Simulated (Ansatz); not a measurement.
Hf: frozen-core PAW against all-electron methods

```
CELL_PARAMETERS angstrom
0.00000 2.22000 2.22000
2.22000 0.00000 2.22000
2.22000 2.22000 0.00000
ATOMIC_POSITIONS crystal
Hf 0.00000 0.00000 0.00000
```

The conventional cell has a = 4.440 Å, b = 4.440 Å, c = 4.440 Å, α = 90.00°, β = 90.00°, γ = 90.00°. Around Hf (atom 1) lie 12 Hf at 3.14 Å.

The cell comes from COD entry 1534929, which wasn't checked; take it as a given geometry.

No spin–orbit coupling, which matters for the heavy atoms here.

Levels of theory: DFT, LDA, PAW with Ansatz's default frozen-core files, scalar-relativistic (Ansatz 0.2.0); DFT, LDA, all-electron PAW with datasets made for the crystal, scalar-relativistic (Ansatz 0.2.0); DFT, LDA, all-electron LAPW, scalar-relativistic (Ansatz 0.2.0).

For PAW: a Γ-centred 13×13×13 k mesh, Fermi–Dirac smearing of 0.03 eV, cutoff 420 eV, no spin polarisation; the PAW files were made with PBE, and the program remakes their frozen cores for this functional. The crystal-made all-electron datasets (AE datasets) take a cutoff of 400 eV at this cell. LAPW targets a basis error of 1 meV/atom. The Ansatz runs share mesh, smearing and spin set-up. Plane-wave (PAW) pressures include the program's estimate of the Pulay term.

Stress and pressure are positive in compression.

Levels count from the Fermi level.

| quantity | PAW | AE datasets | LAPW |
| --- | --- | --- | --- |
| pressure (GPa) | -5.51 | -5.48 | -5.48 |
| highest filled level at X (eV) | -2.225 | -2.225 | -2.225 |
| lowest empty level at X (eV) | 2.753 | 2.753 | 2.753 |
| highest filled level at K (eV) | -1.453 | -1.454 | -1.454 |
| lowest empty level at K (eV) | 0.931 | 0.931 | 0.931 |
| highest filled level at W (eV) | -0.380 | -0.380 | -0.380 |
| lowest empty level at W (eV) | 2.484 | 2.485 | 2.485 |

PAW's pressure differs from the LAPW value by -0.03 GPa.
